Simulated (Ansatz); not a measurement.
# NiSi2 (fluorite type, space group Fm-3m): scan of one atom of the cell

NiSi₂ (fluorite type, space group Fm-3m)

```
CELL_PARAMETERS angstrom
      0.00000     2.72203     2.72203
      2.72203     0.00000     2.72203
      2.72203     2.72203     0.00000
ATOMIC_POSITIONS crystal
  Ni 0.00000 0.00000 0.00000
  Si 0.25000 0.25000 0.25000
  Si 0.75000 0.75000 0.75000
```

In this cell atom 2 (Si, nearest neighbour Ni at 2.357 Å; its periodic images, 3.8 Å or more away, move with it) is moved by s towards the nearest neighbour, unit vector (-0.577, -0.577, -0.577); all other atoms and the cell stay fixed.

The numbers are results of PBE (plane waves to 420 eV, PAW, scalar-relativistic; Ansatz, a first-principles code), not measurements. k mesh 12×12×12 (Γ-centred), Fermi-Dirac smearing 0.05 eV. E stands for the smeared free energy. Compression counts positive. With partly filled bands, energies and forces of such displacements shift with the k mesh and the smearing. F∥ is the force on the atom along that direction. NiSi2 is run without spin polarisation. NiSi2 was relaxed with its symmetry unable to fall. The PAW data are Ansatz's earlier set. ΔE is measured from the undisplaced structure.

```
s (Å)   ΔE (meV/cell)  F∥ (eV/Å)  P (GPa)
------  -------------  ---------  -------
-0.240            180      1.385      2.4
-0.192            118      1.167      1.6
-0.144             68      0.915      1.0
-0.096             31      0.632      0.4
-0.048              8      0.327      0.1
0.000               0      0.000      0.0
0.048               9     -0.368      0.1
0.096              36     -0.791      0.5
0.144              86     -1.276      1.1
0.192             160     -1.833      2.1
0.240             263     -2.472      3.4
```

Derived quantities:

Energy at s = 0.240 Å: 263 meV/cell
Force along the line at s = -0.240 Å: 1.38 eV/Å
Symmetry of the curve: not even: the positive side lies higher at ±0.240 Å
Shape of the curve: a single well with its minimum at or next to zero displacement
Force constant k = d²E/ds² at s = 0 (finite differences): 7.19 eV/Å²
Harmonic estimate at the end of the scan: ½ks² = 207 meV/cell against the computed 263 meV/cell, so the well is stiffer than harmonic there

The 11 points together took very roughly 2.2 core-minutes.

(A displaced cell: forces are minus the slopes of the energy, force constants its curvatures, and phonons follow from these.)
